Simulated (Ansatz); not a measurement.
SnSe (rock salt, space group No. 225), the program Ansatz at the PBE level (PAW), all energies at zero smearing, with the estimated change up to a 700 eV cutoff added, with one set of potentials and settings (totals compare only within such a set). Cell of 6 atoms (3 Sn, 3 Se): -34482.740 eV.

| element | reference phase | E (eV/atom) |
|---|---|---|
| Sn | Fd-3m, 2 atoms in the cell | -6024.2887 |
| Se | P3_121, 3 atoms in the cell | -5469.0896 |

Formation energy per atom, worked out: (-34482.740 − 3×(-6024.2887) − 3×(-5469.0896))/6 = -0.434 eV/atom (-42 kJ per mol of atoms), at 0 K, without zero-point energy or fitted corrections.

Space group Fm-3m (rock salt). The start of the workflow was typed in or built on a structure type; the Crystallography Open Database files this formula in space group No. 225, but the cells were not matched. It is not the phase usual at ambient conditions (space group No. 62). The PBE relaxation kept the symmetry of its start; its stability against distortions is not shown here. The references are the lowest solids computed at this level, not always the standard phases. Scalar-relativistic: spin–orbit coupling is off unless named, which matters more the heavier the elements.

Potentials: the earlier of the program's two PAW sets.
